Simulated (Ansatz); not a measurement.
LaIr$_{5}$:
```
LaIr5
1.0
    5.35296     0.00000     0.00000
   -2.67648     4.63580     0.00000
    0.00000     0.00000     4.30319
La Ir
1 5
Direct
  0.00000   0.00000   0.00000
  0.50000   0.00000   0.50000
  0.50000   0.50000   0.50000
  0.00000   0.50000   0.50000
  0.33333   0.66667   0.00000
  0.66667   0.33333   0.00000
```

Relaxed with r²SCAN.

Q: Give the Bader charges and basin volumes of the independent atoms, the program Ansatz at the r²SCAN level (PAW).

A: 

| atom | Bader charge (e) | Bader volume (Å³) |
|---|---|---|
| La1 | +1.69 | 19.1 |
| Ir2 | -0.33 | 18.0 |
| Ir5 | -0.34 | 16.9 |

Space group P6/mmm. The workflow started from an entry of the Crystallography Open Database (COD). Whether it is the stable phase at ambient conditions was not checked. The cell was relaxed with r²SCAN under the symmetry of its start; its stability against distortions is not shown here. The run is not spin-polarised. Scalar-relativistic: spin–orbit coupling is off unless named, which matters more the heavier the elements.

Potentials: the later of the program's two PAW sets.
